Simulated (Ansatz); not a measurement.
input.yaml (Ansatz)

```yaml
crystal:
  lattice:
    - [-1.8939113988, 1.8939113988, 1.8939113988]
    - [1.8939113988, -1.8939113988, 1.8939113988]
    - [1.8939113988, 1.8939113988, -1.8939113988]
  atoms:
    - { symbol: Sc, position: [0.0, 0.0, 0.0], spin: 0.334 }
hamiltonian:
  xc: mr2scan
  pseudopotentials:
    kind: paw
    azcp:
      Sc: "pseudopotentials/Sc.paw.azcp"
basis:
  ecutwfc: 500
  fft_grid_basis: typed
kpoints:
  mp_grid: { grid: [20, 20, 20], shift: [0, 0, 0] }
magnetization:
  spin_polarized: true
scf:
  occupations: { method: fermi_dirac, width: 0.05 }
output:
  stress: true
```

Output

```
Engine: ansatz 0.2.0, x86_64-unknown-linux-gnu
Pseudopotentials: kind: paw
Pseudopotential: Sc, paw, valence charge 11, recommended cutoff 500 eV (meta_gga) 
Functional definition: m-r2SCAN
  exchange = m_r2scan_x
  correlation = m_r2scan_c
Crystal: 1 atoms, lattice volume = 27.173 Å³
Basis set: ecut = 500 eV, 675 PW (Γ), exchange–correlation on 96×96×96 points (64 copies of the dense FFT grid, shifted against one another)
Bands: 10, of which v1, the nominal top of the filled ones, is band 6 counted from 1 (5 counted from 0)
Symmetry: 48 space group operations
Space group: Im-3m (ITA 229), of the structure as read, at distance tolerance 3.0e-5 Å
Magnetic group: BNS 229.140 (UNI 1642), of the structure as read, at distance tolerance 3.0e-5 Å
k-points: 256 of 8000
Non-local potential: Sc, projectors of the file, l = 0: 3, l = 1: 2, l = 2: 3, l = 3: 1
PAW form: soft (Blöchl's): semilocal exchange-correlation on the pseudo side does not see the compensation charge
PAW frozen core: Sc, regenerated for the run's functional (the file was generated under x = pbe(κ = 0.804, μ = 0.2195149727645171), c = pbe(β = 0.06672455060314922))
PAW one-centre angular grid: Sc, 590 points (default); XC on 160 Gauss nodes
Initial density: superposition of atomic densities (chi_scale 0.1, normalization cell)
Starting moments: Σ|m| = 0.334 μB on 1 of 1 site
Initial wavefunctions: pseudopotential atomic-orbital guess
Functional: x = mr2scan, c = mr2scan; τ floored in thin density (d = 2e-4 eV/Å³)
SCF iter   1: F=—  HF=-2140.557693 eV  |F-HF|=—  |Δ(HF+E_count)|=         —  Δρ=2.38e-2 (↑2.38e-2 ↓1.04e-2)  dr2=4.21e-1  dr2_τ=1.55e-3  dr2_m=1.43e-2  M=0.265 μB ∫|m|=0.265 μB  β_m=1.00  ethr=3.10e-3  ⟨swp⟩=4.2  Hψ=26968  notcnv=0
Mixer restart at iter 1: flushing history
spin=Collinear: Kerker preconditioning applied to the charge; magnetization (m = ρ↑ − ρ↓) channel mixes plain (no charge-response kernel on spin).
SCF iter   2: F=—  HF=-2140.541176 eV  |F-HF|=—  |Δ(HF+E_count)|=   1.65e-2  Δρ=1.21e-2 (↑1.21e-2 ↓1.18e-2)  dr2=2.24e-1  dr2_τ=2.60e-4  dr2_m=4.93e-4  M=0.336 μB ∫|m|=0.336 μB  β_m=0.30  ethr=3.10e-3  ⟨swp⟩=2.0  Hψ=11258  notcnv=0  defer=45  κ⁻¹=1.0e0(r=1)
SCF iter   3: F=—  HF=-2140.454815 eV  |F-HF|=—  |Δ(HF+E_count)|=         —  Δρ=1.01e-2 (↑8.10e-3 ↓1.01e-2)  dr2=2.71e-2  dr2_τ=2.93e-4  dr2_m=1.56e-2  M=0.374 μB ∫|m|=0.374 μB  β_m=0.57  ethr=2.04e-3  ⟨swp⟩=2.8  Hψ=9242  notcnv=0  defer=45
Mixer restart at iter 3: flushing history
SCF iter   4: F=—  HF=-2140.471248 eV  |F-HF|=—  |Δ(HF+E_count)|=   1.64e-2  Δρ=6.25e-3 (↑5.16e-3 ↓6.25e-3)  dr2=1.59e-2  dr2_τ=1.86e-4  dr2_m=4.90e-3  M=0.415 μB ∫|m|=0.415 μB  β_m=1.00  ethr=2.46e-4  ⟨swp⟩=2.0  Hψ=7111  notcnv=0  defer=45  κ⁻¹=1.0e0(r=1)
SCF iter   5: F=—  HF=-2140.482896 eV  |F-HF|=—  |Δ(HF+E_count)|=   1.16e-2  Δρ=1.78e-3 (↑1.78e-3 ↓1.51e-3)  dr2=1.90e-3  dr2_τ=3.60e-5  dr2_m=1.48e-4  M=0.528 μB ∫|m|=0.528 μB  β_m=1.00  ethr=1.44e-4  ⟨swp⟩=2.2  Hψ=7786  notcnv=0  defer=45  κ⁻¹=2.8e-2(r=2)
SCF iter   6: F=—  HF=-2140.485167 eV  |F-HF|=—  |Δ(HF+E_count)|=   2.27e-3  Δρ=7.82e-4 (↑7.82e-4 ↓6.12e-4)  dr2=3.10e-4  dr2_τ=7.57e-6  dr2_m=2.32e-5  M=0.597 μB ∫|m|=0.597 μB  β_m=1.00  ethr=1.72e-5  ⟨swp⟩=2.2  Hψ=7855  notcnv=0  defer=45  κ⁻¹=2.5e-3(r=3)
SCF iter   7: F=—  HF=-2140.484905 eV  |F-HF|=—  |Δ(HF+E_count)|=   2.62e-4  Δρ=3.26e-4 (↑2.48e-4 ↓3.26e-4)  dr2=5.55e-5  dr2_τ=1.21e-6  dr2_m=2.92e-6  M=0.615 μB ∫|m|=0.615 μB  β_m=1.00  ethr=2.82e-6  ⟨swp⟩=2.1  Hψ=6927  notcnv=0  defer=45  κ⁻¹=1.2e-3(r=4)
SCF iter   8: F=—  HF=-2140.484872 eV  |F-HF|=—  |Δ(HF+E_count)|=   3.26e-5  Δρ=2.80e-4 (↑2.80e-4 ↓2.76e-4)  dr2=8.52e-6  dr2_τ=9.06e-7  dr2_m=1.59e-5  M=0.610 μB ∫|m|=0.610 μB  β_m=1.00  ethr=5.05e-7  ⟨swp⟩=2.5  Hψ=7239  notcnv=0  defer=45  κ⁻¹=6.2e-5(r=5)
SCF iter   9: F=—  HF=-2140.484978 eV  |F-HF|=—  |Δ(HF+E_count)|=   1.06e-4  Δρ=1.45e-4 (↑1.45e-4 ↓1.27e-4)  dr2=3.19e-6  dr2_τ=1.87e-7  dr2_m=3.37e-6  M=0.590 μB ∫|m|=0.590 μB  β_m=1.00  ethr=7.74e-8  ⟨swp⟩=2.1  Hψ=7771  notcnv=0  defer=45  κ⁻¹=1.9e-5(r=6)
SCF iter  10: F=—  HF=-2140.484981 eV  |F-HF|=—  |Δ(HF+E_count)|=   2.69e-6  Δρ=4.85e-5 (↑4.85e-5 ↓4.80e-5)  dr2=1.00e-6  dr2_τ=1.53e-8  dr2_m=8.16e-8  M=0.577 μB ∫|m|=0.577 μB  β_m=1.00  ethr=2.90e-8  ⟨swp⟩=2.0  Hψ=7949  notcnv=0  defer=45  κ⁻¹=6.2e-6(r=7)
SCF iter  11: F=—  HF=-2140.484979 eV  |F-HF|=—  |Δ(HF+E_count)|=   1.47e-6  Δρ=3.27e-5 (↑2.70e-5 ↓3.27e-5)  dr2=2.20e-7  dr2_τ=9.43e-9  dr2_m=1.40e-7  M=0.580 μB ∫|m|=0.580 μB  β_m=1.00  ethr=9.12e-9  ⟨swp⟩=2.9  Hψ=8172  notcnv=0  defer=45  κ⁻¹=2.5e-6(r=8)
SCF iter  12: F=—  HF=-2140.484982 eV  |F-HF|=—  |Δ(HF+E_count)|=   2.20e-6  Δρ=1.22e-5 (↑1.22e-5 ↓1.05e-5)  dr2=3.63e-8  dr2_τ=1.21e-9  dr2_m=4.14e-9  M=0.585 μB ∫|m|=0.585 μB  β_m=1.00  ethr=2.00e-9  ⟨swp⟩=2.0  Hψ=8141  notcnv=0  defer=45  κ⁻¹=7.9e-7(r=8)
SCF iter  13: F=—  HF=-2140.484981 eV  |F-HF|=—  |Δ(HF+E_count)|=   4.11e-7  Δρ=3.84e-6 (↑3.84e-6 ↓3.70e-6)  dr2=4.16e-9  dr2_τ=1.70e-10  dr2_m=1.67e-10  M=0.583 μB ∫|m|=0.583 μB  β_m=1.00  ethr=3.30e-10  ⟨swp⟩=2.0  Hψ=7875  notcnv=0  defer=45  κ⁻¹=1.9e-6(r=8)
SCF iter  14: F=—  HF=-2140.484981 eV  |F-HF|=—  |Δ(HF+E_count)|=   1.27e-7  Δρ=4.10e-6 (↑3.58e-6 ↓4.10e-6)  dr2=9.16e-10  dr2_τ=2.17e-10  dr2_m=3.06e-9  M=0.583 μB ∫|m|=0.583 μB  β_m=1.00  ethr=3.78e-11  ⟨swp⟩=1.5  Hψ=15037  notcnv=0  κ⁻¹=1.1e-6(r=8)
SCF iter  15: F=—  HF=-2140.484981 eV  |F-HF|=—  |Δ(HF+E_count)|=   1.85e-8  Δρ=1.79e-6 (↑1.26e-6 ↓1.79e-6)  dr2=4.80e-10  dr2_τ=4.13e-11  dr2_m=3.37e-10  M=0.583 μB ∫|m|=0.583 μB  β_m=1.00  ethr=8.32e-12  ⟨swp⟩=2.8  Hψ=10910  notcnv=0  κ⁻¹=4.4e-6(r=8)
SCF iter  16: F=-2140.484981 eV  HF=-2140.484981 eV  |F-HF|=2.99e-10  |Δ(HF+E_count)|=   4.92e-9  Δρ=4.03e-7 (↑1.57e-7 ↓4.03e-7)  dr2=3.81e-11  dr2_τ=1.44e-12  dr2_m=1.37e-11  M=0.583 μB ∫|m|=0.583 μB  ethr=4.36e-12  ⟨swp⟩=2.0  Hψ=10091  notcnv=0
SCF 1 converged in 16 iterations: F = -2140.484981 eV  dr2 = 3.81e-11
this state was not tested for a lower state beside it, because the mixer in use, unlike msr1, does not test its closes by its own steps (another_mixer; see scf.mixing.algorithm and scf.lower_state_search)
SCF converged after 16 iterations
Magnetization: 0.5827 μB (5.7913 up, 5.2087 down)
Absolute magnetization: 0.5827 μB (∫|ρ↑−ρ↓|, with the PAW one-centre terms)
Spin contamination: 0.0011 ħ² per cell (⟨S²⟩ above its minimum at these occupations)
Per-site moments (μB) at R_I (Å): [(0.33386294109821246, 1.3531446916991199)]
Free energy (F): -2140.484981 eV
Harris-Foulkes:  -2140.484981 eV  (|F-HF|=2.99e-10)
Internal energy: -2140.470550 eV  (E = F + TS)
E sigma→0 (E₀):  -2140.477766 eV
Entropy (-TS):   -0.014431 eV (-14.431 meV/atom)
Fermi energy:    8.331583 eV
--- Per-component energies (eV) ---
  E_band       = -194.383301
  E_kinetic    = 258.333539
  E_local      = -877.681016  (includes V_loc(G=0)·N_el)
  E_nonlocal   = 81.282208
  E_hartree    = 297.832120
  E_xc         = -99.360131
  E_vxc        = -140.379508  (∫ρ·V_xc dr)
  E_paw        = -963.634971  (= ΣΔE_a)
  E_vpaw       = -120.866559  (= ΣTr[D̂ρ^β])
  E_aug_tail   = 0.000005  (compensation charges beyond the density's cutoff)
  E_vtau       = 9.263999  (kinetic-family band-sum trace: ∫τ·v_τ [+ j·A + Jᵃ·Aᵃ] dr)
  E_ewald      = -837.003813
  E_core_change = -0.238492  (= ΣΔE_core)
  E_smearing   = -0.014431  (= −TS)
  E_closure    = 0.000000  (closes the sum)
  Σ components = -2140.484981   (vs F -2140.484981, Δ=0.00e0)
--- Stress (GPa, compression-positive) ---
       -3.895023       0.000000       0.000000
        0.000000      -3.895023      -0.000000
       -0.000000      -0.000000      -3.895023
  P = ⅓ Tr σ = -3.8950 GPa (-38.950 kbar)
```
